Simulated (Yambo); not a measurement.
Yambo run on BaHI (space group P4/nmm, No. 129). The wavefunctions are norm-conserving PBEsol (Quantum ESPRESSO, 72 Ry, with spin-orbit coupling) ones on a 2×2×2 mesh (36 occupied bands); a = b = 4.776 Å, c = 7.800 Å, α = β = γ = 90.00°.

Yambo input:

```
rim_cut
gw0
dyson
el_el_corr
HF_and_locXC
ppa
em1d
RandQpts= 1000000
RandGvec= 1 Ry
EXXRLvcs= 72 Ry
VXCRLvcs= 288 Ry
Chimod= "HARTREE"
% BndsRnXp
 1 | 358 |
%
NGsBlkXp= 6 Ry
% LongDrXp
 1.0 | 1.0 | 1.0 |
%
PPAPntXp= 55 eV
% GbndRnge
 1 | 358 |
%
GTermKind= "BG"
DysSolver= "n"
ExtendOut
% QPkrange
 2 | 2 | 36 | 37 |
%
```

k points by index: 2 = Z.

Resulting energies as the program prints them:

```
#    K-point    Band    Eo [eV]    E [eV]    E-Eo [eV]    Vxc [eV]    Vnlxc [eV]    Sc|Eo [eV]    Sc|E [eV]    dSc/dw|Eo [eV]    Re(Z)    Im(Z)
#
    2    36    0.000000    -0.965128    -0.965128    -11.25030    -13.89713    1.456596    1.681698    -6.346049    0.810888    -0.001350
    2    37    2.550407    3.009990    0.459583    -8.140137    -4.060621    -3.530871    -3.619933    -5.271950    0.837701    -0.001165
```
(The two width columns are left out.) Convergence of these settings isn't established.

Geometry of the Materials Project entry, not relaxed at this level.
